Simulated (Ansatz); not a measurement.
**Computed properties of Yb**

Yb:
Space group Im-3m (No. 229); a = 3.988 Å, b = 3.988 Å, c = 3.988 Å, α = 90.00°, β = 90.00°, γ = 90.00°

| atom | site | symmetry | x | y | z |
|---|---|---|---|---|---|
| Yb | 2a | m-3m | 0.0000 | 0.0000 | 0.0000 |
(The calculation used a cell of 1 atom; values per cell refer to that cell.)

Space group Im-3m (No. 229), bcc (W type); conventional cell a = b = c = 3.9877 Å, α = β = γ = 90.00°.

Method: PBEsol in the plane-wave PAW code Ansatz. The cell and atoms are relaxed at this level. Other levels are named where they apply.

Cell and energy:

* **Volume per atom**: 31.71 Å³
* **Density**: 9.06 g/cm³

Electronic structure:

- Electronic character = metallic (no gap)
- Density of states at the Fermi level = 0.89 states/eV per atom (mean over ±0.08 eV)
- Gap with spin–orbit coupling = none (metallic)

Mechanics:

* **Bulk modulus (Birch–Murnaghan fit)**: 22.9 GPa
* **Pressure derivative B′**: 3.9
* **Elastic constants (relaxed ions, GPa)**: C11 = 32.5, C12 = 18.9, C44 = 31.6
* **Mechanical stability**: stable (all eigenvalues of C positive)
* **Hill bulk and shear moduli**: 23.5 and 17.3 GPa
* **Young's modulus**: 41.6 GPa
* **Poisson's ratio**: 0.20
* **Debye temperature from the elastic constants**: 143 K

Phonons:

- Dynamical stability on the path = stable (no imaginary branch)
- Zero-point energy = 12.7 meV/atom
- Vibrational entropy at 300 K = 54.6 J/(K·mol of atoms)

The first step of the workflow began from a Materials Project structure, measured or hypothetical; the Crystallography Open Database copy checked does not list it. It is not the phase usual at ambient conditions (space group No. 225). The PBEsol relaxation kept the symmetry of its start. The run is not spin-polarised. The 4f shell is in the valence. No Hubbard U is applied. As this level gives no gap, shear constants depend on the k-mesh and smearing (Fermi–Dirac, 0.1 eV here). As this level gives no gap, phonon frequencies hold no LO–TO term and depend on the k-mesh and smearing (Fermi–Dirac, 0.1 eV here). Spin–orbit coupling is left out wherever it is not named.

Potentials: the later of the program's two PAW sets.
